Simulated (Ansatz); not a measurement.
Values for one crystal, relaxed and computed with DFT-r²SCAN in the program Ansatz with PAW potentials; other levels are named.

| Item | Value |
|---|---|
| Volume per atom | 11.47 Å³ |
| Electronic character | metallic (no gap) |
| Bulk modulus (Birch–Murnaghan fit) | 161 GPa |
| Density of states at the Fermi level | 0.51 states/eV per atom (mean over ±0.08 eV) |
| Pressure derivative B′ | 3.8 |
| Formation energy from the elements (no fitted shifts) | -0.14 eV/atom |

**Question.** Which of these materials gives this?
A. FeGe, P2_13 (Ge on 4a, Fe on 4a)
B. LaCoSi3, I4mm (La on 2a, Co on 2a, Si on 2a, Si on 4b)
C. SiNi3, Cu3Au type
D. Fe3Si, P4/mmm (Fe on 2h, Fe on 1b, Si on 1a)

**Answer.** D, Fe3Si, P4/mmm (Fe on 2h, Fe on 1b, Si on 1a)

The first step of the workflow began from a Materials Project structure, measured or hypothetical; the Crystallography Open Database copy checked does not list it. COD files the formula under space group No. 225, so this cell is another polymorph or a model. Its standing as an ambient phase is unchecked. The cell was relaxed with r²SCAN under the symmetry of its start; its stability against distortions is not shown here. The final state is ferromagnetic, chosen from 5 collinear starts compared on coarse meshes (ties went to the first, and starts can fall back to one state), not a proven ground state. Other orbital occupations within this spin state were not tried. The references are the lowest solids computed at this level, not always the standard phases.

Potentials: the later of the program's two PAW sets.
